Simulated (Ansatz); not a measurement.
YN:
```
YN
1.0
    0.00000     2.44789     2.44789
    2.44789     0.00000     2.44789
    2.44789     2.44789     0.00000
Y N
1 1
Direct
  0.50000   0.50000   0.50000
  0.00000   0.00000   0.00000
```

Relaxed with r²SCAN.

Q: Which orbitals make up the states near the band edges in r²SCAN (plane waves, PAW; program Ansatz)?

A: Top 1 eV of the valence band: N 2p 81 %, Y 4d 15 %. Bottom 1 eV of the conduction band: Y 4d 86 %, N 2p 13 %. Projections are on Löwdin-orthogonalised atomic valence shells; empty p or d shells of many metals are not among them.

Q: Tabulate the density of states.

A: States/eV per cell of 2 atoms, in 0.25 eV bins, energy from the valence-band maximum.

```
E (eV)  total  N 2p  Y 4d  Y 5s
------  -----  ----  ----  ----
-7.85    0.00  0.00  0.00  0.00
-7.60    0.00  0.00  0.00  0.00
-7.35    0.00  0.00  0.00  0.00
-7.10    0.00  0.00  0.00  0.00
-6.85    0.00  0.00  0.00  0.00
-6.60    0.00  0.00  0.00  0.00
-6.35    0.00  0.00  0.00  0.00
-6.10    0.00  0.00  0.00  0.00
-5.85    0.00  0.00  0.00  0.00
-5.60    0.00  0.00  0.00  0.00
-5.35    0.00  0.00  0.00  0.00
-5.10    0.00  0.00  0.00  0.00
-4.85    0.00  0.00  0.00  0.00
-4.60    0.00  0.00  0.00  0.00
-4.35    0.00  0.00  0.00  0.00
-4.10    0.01  0.00  0.00  0.00
-3.85    0.22  0.11  0.08  0.02
-3.60    0.44  0.24  0.15  0.04
-3.35    0.80  0.45  0.24  0.07
-3.10    1.29  0.77  0.36  0.12
-2.85    1.40  0.87  0.34  0.14
-2.60    1.27  0.83  0.27  0.12
-2.35    1.02  0.69  0.22  0.07
-2.10    2.61  1.77  0.74  0.05
-1.85    3.48  2.44  0.89  0.03
-1.60    4.38  3.15  1.01  0.01
-1.35    2.49  1.79  0.59  0.01
-1.10    1.78  1.33  0.38  0.00
-0.85    1.44  1.14  0.25  0.00
-0.60    1.02  0.85  0.13  0.00
-0.35    0.27  0.24  0.03  0.00
-0.10    0.07  0.06  0.00  0.00
0.15     0.00  0.00  0.00  0.00
0.40     0.00  0.00  0.00  0.00
0.65     0.01  0.00  0.01  0.00
0.90     0.07  0.01  0.06  0.00
1.15     0.12  0.02  0.10  0.00
1.40     0.17  0.02  0.14  0.00
1.65     0.22  0.03  0.18  0.00
1.90     0.26  0.04  0.22  0.00
2.15     0.32  0.05  0.26  0.00
2.40     0.37  0.06  0.30  0.00
2.65     0.42  0.07  0.34  0.00
2.90     0.48  0.08  0.39  0.00
3.15     0.55  0.08  0.45  0.00
3.40     0.68  0.10  0.55  0.01
3.65     0.76  0.11  0.61  0.01
3.90     0.78  0.12  0.62  0.01
4.15     0.85  0.13  0.67  0.02
4.40     0.84  0.12  0.67  0.02
4.65     0.77  0.10  0.62  0.02
4.90     0.86  0.11  0.69  0.02
5.15     0.94  0.12  0.73  0.03
5.40     1.04  0.13  0.79  0.05
```

Space group Fm-3m (rock salt). The cell was relaxed with r²SCAN under the symmetry of its start. No spin polarisation was allowed. Scalar-relativistic: spin–orbit coupling is off unless named, which matters more the heavier the elements.

Potentials: the later of the program's two PAW sets.
